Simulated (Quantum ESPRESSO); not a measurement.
ScHf3Ga2AuNb, one composition in several site orders

Computed values, not a measurement. The program is pw.x of Quantum ESPRESSO 7.5 (plane-wave density functional theory). The cell is made up: eight metal atoms on a face-centred cubic lattice, with elements, volume, strain and displacements drawn at random and not relaxed, so it may be unstable or far from any real phase. PseudoDojo standard norm-conserving files set the functional (PBE unless stated); there is no spin polarisation or spin-orbit coupling, the Fermi-Dirac width of 0.25 eV means electrons at about 2900 K, and the masses in the input are unused placeholders. Heavy elements are run without spin-orbit coupling, which real alloys of them have. A spin test at this wide smearing found no moment, but such smearing suppresses magnetism that the real alloy may have.

The runs put one composition on the sites in different orders. Cell, positions, cutoff, mesh and smearing stay as in the input of run 1; sites are counted in its order. Stress in the tables is positive in tension.

Input of run 1:

```
&control calculation='scf', pseudo_dir='./dojo.nc.sr.pbe.v0_5.standard.upf', outdir='./o', disk_io='medium', tprnfor=.true., tstress=.true. /
&system ibrav=0, nat=8, ntyp=5, nbnd=67, ecutwfc=82.02448710, nosym=.true., tot_charge=0,
 occupations='smearing', smearing='fd', degauss=0.0183746611
/
&electrons conv_thr=1.470e-08, electron_maxstep=70, mixing_beta=0.5 /
ATOMIC_SPECIES
Au 1.0 Au.upf
Ga 1.0 Ga.upf
Hf 1.0 Hf.upf
Nb 1.0 Nb.upf
Sc 1.0 Sc.upf
CELL_PARAMETERS angstrom
2.2668 4.4945 2.1681
2.1361 -4.4356 2.1811
2.285 0.0424 -6.6073
ATOMIC_POSITIONS angstrom
Sc 0.1404 -0.0035 -0.0364
Hf 2.1369 -2.245 0.1838
Ga 2.0845 0.0121 -2.1191
Au 4.3891 -2.1114 -2.2505
Nb 2.1497 0.0191 2.1706
Ga 2.33 2.3438 0.0051
Hf 4.5969 0.1696 -0.0304
Hf 4.451 2.3029 -2.2144
K_POINTS automatic
5 5 4 1 1 1
```

| run | elements on sites 1 to 8 | free energy less that of run 1 (eV) | -TS (eV) | pressure (GPa) | stress xx (GPa) | stress yy (GPa) | stress zz (GPa) | stress yz (GPa) | stress xz (GPa) | stress xy (GPa) | iterations |
| --- | --- | --- | --- | --- | --- | --- | --- | --- | --- | --- | --- |
| 1 | Sc Hf Ga Au Nb Ga Hf Hf | 0.000 | -1.825 | -7.78 | 9.66 | 6.15 | 7.51 | 1.62 | -0.01 | 2.54 | 17 |
| 2 | Nb Hf Ga Ga Hf Hf Au Sc | -0.353 | -1.654 | -6.68 | 5.89 | 9.06 | 5.07 | -0.04 | -1.11 | 0.67 | 15 |
| 3 | Hf Ga Ga Sc Hf Nb Au Hf | -0.413 | -1.720 | -7.42 | 7.21 | 9.05 | 6.01 | 1.35 | -3.00 | 1.89 | 16 |
| 4 | Sc Ga Au Hf Ga Hf Hf Nb | -0.393 | -1.724 | -7.92 | 9.83 | 5.22 | 8.71 | -1.76 | -0.11 | -1.52 | 16 |
| 5 | Hf Hf Hf Ga Au Sc Ga Nb | 0.126 | -1.721 | -6.38 | 6.77 | 5.17 | 7.18 | -1.23 | -0.48 | -0.40 | 16 |
| 6 | Au Hf Hf Sc Nb Ga Hf Ga | -0.303 | -1.826 | -7.91 | 8.94 | 5.81 | 8.99 | 0.51 | -0.76 | 1.24 | 15 |

Forces Fx Fy Fz (eV/Å):

| site | run 1 | run 2 | run 3 | run 4 | run 5 | run 6 |
| --- | --- | --- | --- | --- | --- | --- |
| 1 | -0.32 0.08 0.09 | -0.31 0.00 0.35 | -0.38 -0.04 -0.25 | -0.31 0.10 0.17 | -1.59 0.07 1.81 | -0.51 -0.11 0.43 |
| 2 | 0.76 0.49 -1.14 | 0.68 -0.02 -1.35 | -0.32 0.07 0.04 | 0.15 0.16 -0.34 | -0.16 0.13 -0.65 | -0.58 0.40 0.19 |
| 3 | 0.82 -0.08 -0.25 | 0.45 0.04 -0.01 | 0.47 0.18 -0.33 | 0.59 0.30 -0.07 | 2.15 0.19 -1.23 | 1.18 -0.08 0.06 |
| 4 | 0.00 0.12 0.16 | 0.29 0.00 -0.19 | -0.30 0.10 0.80 | -0.09 0.37 0.59 | 0.10 0.02 0.14 | 0.91 0.04 -0.47 |
| 5 | 0.03 0.10 0.63 | -0.01 0.24 0.44 | 0.74 0.13 -0.20 | 0.09 0.13 0.16 | 0.04 0.15 0.28 | 0.22 0.21 -0.02 |
| 6 | -0.11 -0.23 -0.01 | -0.64 -0.20 0.58 | -0.13 -0.34 -0.01 | 0.12 -0.60 -0.42 | -0.44 -0.45 0.10 | -0.29 -0.10 0.08 |
| 7 | -0.91 -0.45 0.43 | -0.17 -0.02 0.04 | -0.10 0.00 -0.10 | -0.87 -0.49 0.25 | -0.14 -0.06 -0.28 | -1.00 -0.33 -0.17 |
| 8 | -0.27 -0.04 0.10 | -0.29 -0.04 0.14 | 0.02 -0.10 0.05 | 0.32 0.02 -0.35 | 0.04 -0.07 -0.18 | 0.07 -0.03 -0.11 |

The sites are displaced and not relaxed, so the energy differences mix bonding between neighbours with strain and are not ordering energies. A rerun of one cell of this series at a higher cutoff and on a denser mesh moved values by no more than 0.003 eV in energy, 0.02 GPa in stress and 0.003 eV/Å in force, and a second program with other atomic files agreed on that cell to 2 % rms in force and 0.5 GPa in pressure.